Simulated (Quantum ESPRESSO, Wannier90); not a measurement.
**LiNbF6 (R-3), plane waves to Wannier functions**

```
CELL_PARAMETERS angstrom
     -2.55732     4.42940     0.00000
     -5.11463     0.00000     0.00000
     -2.55732     1.47647     4.55700
ATOMIC_POSITIONS crystal
  Li 0.50000 0.50000 0.50000
  Nb 0.00000 0.00000 0.00000
  F  0.36355 0.75325 0.75505
  F  0.63645 0.24675 0.24495
  F  0.75325 0.12815 0.75505
  F  0.24675 0.87185 0.24495
  F  0.12815 0.36355 0.75505
  F  0.87185 0.63645 0.24495
```

Cell from Materials Project (mp-1078799), symmetrised, no further relaxation. Not found in the COD (Crystallography Open Database) copy used; not checked further. Computed values, not measurements, from PBEsol: Quantum ESPRESSO (norm-conserving PseudoDojo potentials, cutoff 68 Ry, spinors with spin-orbit coupling) on a Γ-centred 4×4×4 mesh, then Wannier90. Density: 8×8×8 mesh, Gaussian smearing 0.01 Ry.

Valence charges of the files: Li 3, Nb 13, F 7. 102 bands were computed.

Isolated groups of bands, relative to the valence-band maximum (bands from 65 on overlap up to the last one computed):

```
bands  from (eV)  to (eV)  filling  weight on atomic waves
-----  ---------  -------  -------  ----------------------
1–2       -53.57   -53.57   filled              Nb 4s 97 %
3–4       -39.53   -39.53   filled              Li 1s 99 %
5–6       -31.27   -31.27   filled              Nb 4p 95 %
7–10      -29.25   -29.24   filled    Nb 4p 93 %, F 2s 4 %
11–16     -20.02   -19.67   filled    F 2s 86 %, Nb 4d 8 %
17–22     -19.24   -18.89   filled    F 2s 94 %, Nb 4p 4 %
23–26      -3.72    -3.15   filled   F 2p 77 %, Nb 4d 18 %
27–58      -2.93     0.00   filled    F 2p 93 %, Nb 4d 5 %
59–64       5.28     5.55    empty   Nb 4d 70 %, F 2p 25 %
```

Wanted is a model with the orbitals Nb d, F p, without the filled groups that are mainly made of other shells (semicore states, and anion s where it isn't named); all higher bands stay in for disentanglement.

Problem. Give num_wann, exclude_bands and num_bands, and the number of electrons that the model holds.

Solution. Electrons: 1×3 + 1×13 + 6×7 = 58, which fill 58 bands.
num_wann = 2 × (1×5 + 6×3) = 46.
exclude_bands = 1-22, 22 bands, so num_bands = 102 − 22 = 80.
The model holds 58 − 1×22 = 36 electrons. With the window frozen to 6.78 eV it follows pw.x to 0.2 meV rms (states up to 6.3 eV relative to the valence-band maximum).
